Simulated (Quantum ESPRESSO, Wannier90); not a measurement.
Tight-binding from DFT: SrTiO3 (cubic perovskite)

Materials Project entry mp-5229; symmetrised, unrelaxed at this level. COD (Crystallography Open Database) records the formula in this space group. Ideal cubic forms of this type are often high-temperature phases that distort on cooling; symmetry holds the cell here, and its stability was not tested. Computed values, not measurements, from PBEsol: Quantum ESPRESSO (norm-conserving PseudoDojo potentials, cutoff 68 Ry, no spin polarisation, no spin-orbit coupling) on a Γ-centred 8×8×8 mesh, then Wannier90. Density: 8×8×8 mesh, cold smearing 0.01 Ry.

```
begin unit_cell_cart
ang
    3.9127000000    0.0000000000    0.0000000000
    0.0000000000    3.9127000000    0.0000000000
    0.0000000000    0.0000000000    3.9127000000
end unit_cell_cart
mp_grid = 8 8 8
```

Task: Which shells of neighbouring k-points and which b-vectors and weights does Wannier90 pick for this cell and mesh?

Result: 
```
 *---------------------------------- K-MESH ----------------------------------*
 +----------------------------------------------------------------------------+
 |                    Distance to Nearest-Neighbour Shells                    |
 |                    ------------------------------------                    |
 |          Shell             Distance (Ang^-1)          Multiplicity         |
 |          -----             -----------------          ------------         |
 |             1                   0.200730                      6            |
 |             2                   0.283876                     12            |
 |             3                   0.347675                      8            |
 |             4                   0.401461                      6            |
 |             5                   0.448847                     24            |
 |             6                   0.491687                     24            |
 |             7                   0.567752                     12            |
 |             8                   0.602191                     30            |
       ... (lines left out)
 +----------------------------------------------------------------------------+
 | The b-vectors are chosen automatically                                     |
 | The following shells are used:                       1                     |
 +----------------------------------------------------------------------------+
 |                        Shell   # Nearest-Neighbours                        |
 |                        -----   --------------------                        |
 |                          1               6                                 |
 +----------------------------------------------------------------------------+
 | Completeness relation is fully satisfied [Eq. (B1), PRB 56, 12847 (1997)]  |
 +----------------------------------------------------------------------------+
 |                  b_k Vectors (Ang^-1) and Weights (Ang^2)                  |
 |                  ----------------------------------------                  |
 |            No.         b_k(x)      b_k(y)      b_k(z)        w_b           |
 |            ---        --------------------------------     --------        |
 |             1         0.000000    0.000000    0.200730    12.409187        |
 |             2         0.000000    0.200730    0.000000    12.409187        |
 |             3         0.200730    0.000000    0.000000    12.409187        |
 |             4         0.000000    0.000000   -0.200730    12.409187        |
 |             5         0.000000   -0.200730    0.000000    12.409187        |
 |             6        -0.200730    0.000000    0.000000    12.409187        |
```
